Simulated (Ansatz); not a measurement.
Nb2O5:
```cif
data_Nb8O20
_chemical_formula_sum 'Nb8 O20'
_space_group_name_H-M_alt 'C2/c'
_space_group_IT_number 15
_space_group_name_Hall '-C 2yc'
_cell_length_a 12.78559
_cell_length_b 4.88673
_cell_length_c 5.55259
_cell_angle_alpha 90.000
_cell_angle_beta 104.366
_cell_angle_gamma 90.000
loop_
_atom_site_label
_atom_site_type_symbol
_atom_site_symmetry_multiplicity
_atom_site_Wyckoff_symbol
_atom_site_fract_x
_atom_site_fract_y
_atom_site_fract_z
_atom_site_occupancy
Nb1 Nb 8 f 0.35937 0.25858 0.24566 1
O1 O 8 f 0.20564 0.07039 0.12798 1
O2 O 4 e 0.00000 0.10579 0.75000 1
O3 O 8 f 0.38931 0.05206 0.52347 1
```
(The calculation used a cell of 14 atoms; values per cell refer to that cell.)

Relaxed with PBEsol. PBEsol (plane waves, PAW; program Ansatz) gives a gap of 2.60 eV.

Problem. What gap does HSE06 give on the same cell (Ansatz, PAW)?

Solution. 4.04 eV, 1.44 eV more. The hybrid was solved on a coarser mesh and at special points; the gap given is the minimum over both.

Cost on shared cores: the PBEsol run (SCF on a 6×6×5 mesh, then bands and DOS) roughly 6 core-minutes, the HSE06 run (SCF on 4×4×3, then a few points) about 5 core-minutes (a rough figure); the tasks are unlike.

The workflow started from a Materials Project entry (that database holds measured and hypothetical structures alike); the Crystallography Open Database files this formula in space group No. 15, but the cells were not matched. Its standing as an ambient phase is unchecked. The PBEsol relaxation kept the symmetry of its start; its stability against distortions is not shown here. No spin polarisation was allowed. Spin–orbit coupling is left out wherever it is not named.

Potentials: the earlier of the program's two PAW sets. The files were generated under PBE; for other functionals the program regenerates the frozen cores, and for LDA and PBEsol the local potential too.
